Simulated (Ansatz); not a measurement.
Computed with DFT PBE, scalar-relativistic, plane waves, PAW (Ansatz). All cells share a 420 eV cutoff and Γ-centred k meshes spaced at most about 0.3 Å⁻¹ (about 0.25 or finer for metals, 2π included). No spin polarisation in the final relaxations.

Temperature and zero-point effects are left out.

Two relaxed structures of HfF₅:

1.

```
Hf F
1.0
     3.97069    0.00000    0.00000
     0.00000    4.15643    0.00000
     0.00000    0.00000    7.30406
Hf F
1 5
Direct
  0.50000 0.00000 0.50000
  0.50000 0.00000 0.22315
  0.50000 0.00000 0.77685
  0.50000 0.50000 0.50000
  0.00000 0.00000 0.35575
  0.00000 0.00000 0.64425
```

2.

```
Hf F
1.0
     4.27614    0.00000    0.00000
    -2.13807    3.70325    0.00000
     0.00000    0.00000    5.12632
Hf F
1 5
Cartesian
  0.0000 0.0000 0.0000
  0.0000 2.4688 2.5632
  2.1381 1.2344 2.5632
  2.1381 0.0000 0.0000
  -1.0690 1.8516 0.0000
  1.0690 1.8516 0.0000
```

Question: Which would you expect to be lower, and how large is the difference?

Answer: Cell 1 is lower, by 0.91 eV/atom. Cell 1 has space group Pmmm (No. 47), 20.1 Å³/atom and no gap on its mesh; cell 2 has space group P6/mmm (No. 191), 13.5 Å³/atom and no gap. Counting F atoms around Hf (those within 1.25 times the shortest such distance or 1.15 times the sum of covalent radii), cell 1 has Hf 8 and cell 2 has Hf 6. Both come from invented guesses. A third cell relaxed alike, in Cmmm, lies 111 meV/atom below the lower of the two.

Weakly bound directions are ill-defined at this level, which has no dispersion term (Pmmm, P6/mmm), and this can change margins and order among such cells. These runs have no spin–orbit coupling, which can matter for Hf. In Pmmm, P6/mmm an odd number of electrons in the primitive cell allows no gap without spin; a larger cell or a magnetic state could open one. A magnetic state wasn't ruled out in cells without spin, among them Pmmm, P6/mmm. Cells relaxed within their symmetry can be saddle points.
